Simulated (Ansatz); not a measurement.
InRu3N:
```
CELL_PARAMETERS angstrom
      4.03663     0.00000     0.00000
      0.00000     4.03663     0.00000
      0.00000     0.00000     4.03663
ATOMIC_POSITIONS crystal
  In 0.00000 0.00000 0.00000
  Ru 0.00000 0.50000 0.50000
  Ru 0.50000 0.00000 0.50000
  Ru 0.50000 0.50000 0.00000
  N  0.50000 0.50000 0.50000
```

Relaxed with PBEsol. Special points in fractions of this cell's reciprocal vectors: Γ (0.000, 0.000, 0.000); X (0.000, 0.500, 0.000); M (0.500, 0.500, 0.000); R (0.500, 0.500, 0.500).

Q: List the band energies nearest the Fermi level at these points for PBEsol with spin–orbit coupling (plane waves, PAW; program Ansatz).

A: In eV from the Fermi level; about four levels below and three above (degenerate sets whole), none deeper than 8.9 eV; points with the same levels are listed once.

```
k                    below                                    above
-  -----------------------  ---------------------------------------
Γ  -0.84 -0.84 -0.84 -0.84  0.96 0.96 1.11 1.11 1.11 1.11 1.11 1.11
X  -0.33 -0.33 -0.06 -0.06                      0.06 0.06 1.06 1.06
M  -0.90 -0.90 -0.39 -0.39                      0.33 0.33 0.59 0.59
R  -0.34 -0.34 -0.34 -0.34            0.77 0.77 0.88 0.88 0.88 0.88
```

Space group Pm-3m (anti-perovskite). The start of the workflow was typed in or built on a structure type; neither database checked (COD, Materials Project) lists it. Its standing as an ambient phase is unchecked. Symmetry was held in the PBEsol relaxation; whether a distortion lowers the energy is not shown. The workflow began spin-polarised and lost its moments.

Potentials: the earlier of the program's two PAW sets. The files were generated under PBE; for other functionals the program regenerates the frozen cores, and for LDA and PBEsol the local potential too.
